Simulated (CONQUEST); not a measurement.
Input and output of a self-consistent single point for GeRh (Pnma, 8 atoms in the cell; from Materials Project mp-22239) (CONQUEST).

Level of theory: LDA (PW92), numerical atomic orbitals single-zeta (first zetas of the shipped basis alone), PseudoDojo norm-conserving potentials made for LDA (CONQUEST 1.3).

```
GeRh
1.0
    5.67270     0.00000     0.00000
    0.00000     3.29391     0.00000
    0.00000     0.00000     6.45750
Ge Rh
4 4
Direct
  0.80826   0.75000   0.43643
  0.19174   0.25000   0.56357
  0.69174   0.25000   0.93643
  0.30826   0.75000   0.06357
  0.99544   0.75000   0.79662
  0.00456   0.25000   0.20338
  0.50456   0.25000   0.29662
  0.49544   0.75000   0.70338
```

Reference input (self-consistent single point, DFT, LDA (PW92), numerical atomic orbitals double-zeta with polarisation (the shipped basis), PseudoDojo norm-conserving potentials made for LDA): basis = DZP; Diag.MPMeshX, Y, Z = 3 4 2; potentials = PseudoDojo norm-conserving LDA; Grid.GridCutoff = 140 Ha; DM.SolutionMethod = diagon; Diag.SmearingType = 1; Diag.kT = 0.009996 Ha; Diag.GammaCentred = true; Diag.MPOrder = 0; minE.SCTolerance = 1.0e-06; SC.MaxIters = 100; SC.LinearMixingFactor = 0.5. This run's input differs from it in these lines:

```diff
@@ -1,2 +1,2 @@
-# files in the folder: Ge.ion Rh.ion (PseudoDojo LDA potentials, DZP orbitals)
+# files in the folder: Ge.ion Rh.ion (PseudoDojo LDA potentials, SZ orbitals)
 # file: Conquest_input
```

Output (repeated stretches shortened):

```
    PulayMixSC: Starting Pulay mixing, A_up =  0.500 A_dn =  0.500
    PulayMixSC: Spin non-polarised calculation.
    PulayMixSC: with Kerker preconditioning, q0 =  0.300
          Harris-Foulkes Energy            :    -22476.965912188687071 eV
          Free Energy (E-TS)               :    -22477.270231452384905 eV
    PulayMixSC: Pulay iteration     1 residual:              0.97246E-03
          Harris-Foulkes Energy            :    -22476.861949883295893 eV
          Free Energy (E-TS)               :    -22477.179874910845683 eV
    PulayMixSC: Pulay iteration     2 residual:              0.56375E-03
   [... lines left out ...]
          Free Energy (E-TS)               :    -22477.109079901933001 eV
    PulayMixSC: Pulay iteration     8 residual:              0.33060E-05
          Harris-Foulkes Energy            :    -22476.755493036765984 eV
          Free Energy (E-TS)               :    -22477.109095851195889 eV
    PulayMixSC: Pulay iteration     9 residual:              0.14496E-05
          Harris-Foulkes Energy            :    -22476.755514773645700 eV
          Free Energy (E-TS)               :    -22477.109079167290474 eV
    PulayMixSC: Pulay iteration    10 residual:              0.52610E-06
    PulayMixSC: Reached SCF tolerance of  0.52610E-06 after     10 iterations
      | Number of electrons      =       124.000056
      | GS Energy with kT -> 0   =    -22476.932296970469906 eV
      | Free Energy as E-TS      =    -22477.109079167290474 eV
      |* Harris-Foulkes energy   =    -22476.755514773645700 eV
      |* DFT total energy        =    -22476.755514002557902 eV

    force: Forces on atoms (eV/a0)
    force:  Atom   X              Y              Z
    force:     1  -0.3933030065   0.0000000000  -0.1750075954
    force:     2   0.3933030065  -0.0000000000   0.1750075954
    force:     3   0.3933030065   0.0000000000  -0.1750075954
    force:     4  -0.3933030065  -0.0000000000   0.1750075954
    force:     5  -0.0928859489  -0.0000000000   0.1093314133
    force:     6   0.0928859489  -0.0000000000  -0.1093314133
   [... lines left out ...]
    force: Maximum force :        0.39330301(eV/a0) on atom         1 in x direction
   [... lines left out ...]
    force: Force Residual:        0.32085516 eV/a0
    force: Total stress:        -11.34468014     0.00000000    -0.00000000 GPa
                             0.00000000   -13.88407739    -0.00000000
                            -0.00000000    -0.00000000    -5.95115937
    force: Average pressure:     10.39330563 GPa

    get_E_and_F: Change in energy during last step of electronic optimisation: -0.79882E-06
```

The run converged in 10 iterations. CONQUEST prints the stress tensor with tension positive. Against the reference run the free energy rises by 948 meV/atom, the pressure goes from -2.04 to 10.39 GPa and the largest force goes from 0.312 to 0.813 eV/Å.

The program uses no crystal symmetry, so grid and mesh can part values that symmetry would make equal. The atom-centred basis is finite, which shifts total energies, pressures and forces against plane waves. This run is one point of a test of settings, so its values need not be converged; read them against the reference run alone. The structure comes from a collection of computed structures, made at another level of theory; the collection holds predicted forms beside known ones. No clean gap shows at this smearing width and mesh (spacing up to 0.49 Å⁻¹); the mesh is coarse for partly filled bands, so the values carry mesh errors.

Cost on one core: roughly 70 core-seconds.
